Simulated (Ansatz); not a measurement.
**What internal relaxation does to the elastic constants of Al2Ru**

Computed with DFT LDA, scalar-relativistic, plane waves, PAW in Ansatz 0.2.0. Cutoff 420 eV, 18×18×18 k-points (Γ-centred), Fermi-Dirac smearing of 0.15 eV. No spin polarisation.

The cell, relaxed at this level:
```
Al Ru
1.0
    -1.55099    1.55099    4.17097
     1.55099   -1.55099    4.17097
     1.55099    1.55099   -4.17097
Al Ru
2 1
Direct
  0.65892 0.65892 0.00000
  0.34108 0.34108 0.00000
  0.00000 0.00000 0.00000
```

In a metal, frequencies and elastic constants depend on the k mesh and the smearing, soft modes and shear constants most.

Clamped-ion constants (GPa, Voigt order; atoms follow the strain homogeneously):
```
307.7 133.8 120.7   0.0   0.0   0.0
133.8 307.7 120.7   0.0   0.0   0.0
120.7 120.7 355.3   0.0   0.0   0.0
  0.0   0.0   0.0 173.3   0.0   0.0
  0.0   0.0   0.0   0.0 173.3   0.0
  0.0   0.0   0.0   0.0   0.0 134.6
```

Task: What are the constants once the atoms relax in each strained cell?

Result:
C11 = 307.5, C12 = 133.6, C13 = 124.1, C22 = 307.5, C23 = 124.1, C33 = 295.8, C44 = 173.3, C55 = 173.3, C66 = 134.6 GPa; the others vanish.
The Voigt shear modulus goes from 135.9 to 131.5 GPa and the Voigt bulk modulus from 191.2 to 186.0 GPa. Relaxation subtracts ΛᵀK⁻¹Λ/V, with Λ the forces that a strain puts on the atoms and K the zone-centre force constants. At a stable cell this can only lower the diagonal constants, and it acts only for strains that share their symmetry with an optical mode; elsewhere, and where the coupling is weak, the constants hardly move.

Cost: 2 runs of about 9.1 core-minutes in all, on Arm Neoverse V2, AMD EPYC 9R45 (Zen 5) (shared hosts).